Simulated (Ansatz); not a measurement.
A relaxed 1×1 slab of 5 planes, cut along (110) from a fcc crystal of one element, has a cell area of 10.44 Å² and a bulk spacing of 1.358 Å between its first planes. All-electron LAPW in Ansatz 0.2.0 (LDA, scalar-relativistic, no spin polarisation) gives γ = 2.22 J/m², Φ = 5.10 eV and a change of the outer spacing of -10.1 %. The fcc structure needn't be the element's own.

**Question.** Which element is it?

**Answer.** Pd. Other candidates weren't computed, and some may come near.
